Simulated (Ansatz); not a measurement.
Co₂C:
```
CELL_PARAMETERS angstrom
      2.74207     0.00000     0.00000
     -1.37104     2.37470     0.00000
      0.00000     0.00000     4.12763
ATOMIC_POSITIONS crystal
  C  0.00000 0.00000 0.00000
  Co 0.33333 0.66667 0.24329
  Co 0.66667 0.33333 0.75671
```

Relaxed with PBEsol. Special points in fractions of this cell's reciprocal vectors: Γ (0.000, 0.000, 0.000); M (0.500, 0.000, 0.000); K (0.333, 0.333, 0.000); A (0.000, 0.000, 0.500); L (0.500, 0.000, 0.500); H (0.333, 0.333, 0.500).

Question: List the band energies nearest the Fermi level at these points for PBEsol (plane waves, PAW; program Ansatz).

Answer: In eV from the Fermi level; about four levels below and three above (degenerate sets whole), none deeper than 8.9 eV; … stands for higher levels left out; points with the same levels are listed once.

| k | below | above |
|---|---|---|
| Γ | -1.68 -1.68 -1.66 -0.63 -0.63 | 1.61 … |
| M | -1.80 -0.62 -0.45 -0.02 | 0.33 0.38 1.52 |
| K | -2.81 -2.81 -0.35 -0.35 -0.26 | 0.40 0.40 1.04 |
| A | -0.98 -0.98 -0.48 -0.48 | 4.24 … |
| L | -1.24 -0.53 -0.43 -0.27 | 0.04 1.15 3.99 |
| H | -2.13 -1.40 -0.78 -0.78 | 0.87 0.87 1.99 |

Space group P-3m1. The cell is a constructed one: a structure type filled with these elements; neither database checked (COD, Materials Project) lists it. COD files the formula under space group No. 58. Its standing as an ambient phase is unchecked. Symmetry was held in the PBEsol relaxation; whether a distortion lowers the energy is not shown. The workflow began spin-polarised and lost its moments.

Potentials: the earlier of the program's two PAW sets. The files were generated under PBE; for other functionals the program regenerates the frozen cores, and for LDA and PBEsol the local potential too.
